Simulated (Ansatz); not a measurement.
Mg (bcc (W type), Im-3m) at seven volumes, plane-wave PAW PBEsol (Ansatz code), scaled uniformly. One row is withheld.

```csv
V (Å³/atom),P (GPa)
20.463,4.13
21.137,2.54
21.812,?
22.487,0.00
23.161,-1.01
23.836,-1.87
24.510,-2.61
```

Fit the shown pressures and predict the withheld one.

Third-order Birch–Murnaghan: P = (3/2)B₀(x^(7/2) − x^(5/2))[1 + (3/4)(B′ − 4)(x − 1)] with x = (V₀/V)^(2/3). Least squares on the six rows gives V₀ = 22.486 Å³/atom, B₀ = 36.13 GPa, B′ = 4.09. At V = 21.812, x = 1.0205 and P = 1.17 GPa. The run itself gave 1.17 GPa.

The first step of the workflow began from a Materials Project structure, measured or hypothetical; the Crystallography Open Database copy checked does not list it. It is not the phase usual at ambient conditions (space group No. 194). Symmetry was held in the PBEsol relaxation. At this level the phase is mechanically unstable.

Potentials: the earlier of the program's two PAW sets. The files were generated under PBE; for other functionals the program regenerates the frozen cores, and for LDA and PBEsol the local potential too.
